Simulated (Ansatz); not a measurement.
Cu Kα1 powder pattern (kinematic, no thermal factors).
| 2θ (°) | relative intensity |
| --- | --- |
| 24.86 | 58 |
| 30.51 | 8 |
| 31.65 | 100 |
| 33.35 | 8 |
| 34.88 | 98 |
| 39.74 | 18 |
| 45.82 | 33 |
| 50.99 | 7 |
| 52.83 | 30 |
| 54.22 | 27 |
| 54.94 | 6 |
| 60.29 | 3 |
| 60.52 | 31 |
| 60.59 | 9 |
| 63.49 | 1 |
| 64.15 | 14 |
| 65.17 | 8 |
| 66.10 | 16 |
| 69.07 | 6 |
| 69.29 | 4 |
| 73.65 | 8 |
| 77.64 | 12 |
| 78.30 | 9 |
| 79.11 | 9 |
| 85.39 | 8 |
| 85.66 | 4 |
| 88.22 | 1 |
| 88.41 | 6 |
| 88.81 | 12 |

The pattern is computed from a structure relaxed with DFT PBE, scalar-relativistic, plane waves, PAW in Ansatz 0.2.0. No spin polarisation. Its elements are O, Tl, Zn.

Task: Give the structure.

Result: Tl₂ZnO₂.
Space group P3m1 (No. 156). a = 3.381 Å, b = 3.381 Å, c = 10.737 Å, α = 90.00°, β = 90.00°, γ = 120.00°
```
atom  site  symmetry       x       y       z
  Zn    1c       3m. 0.6667  0.3333  0.6557
  Tl    1a       3m. 0.0000  0.0000  0.0258
  Tl    1b       3m. 0.3333  0.6667  0.3233
   O    1c       3m. 0.6667  0.3333  0.1748
   O    1a       3m. 0.0000  0.0000  0.6569
```

A pattern alone doesn't exclude other cells with like lines; this is the one computed.

It was reached by relaxing an invented guess, and it needn't be the stable form of this composition. No dispersion correction is applied, so the spacing between layers, chains or molecules is poorly fixed.
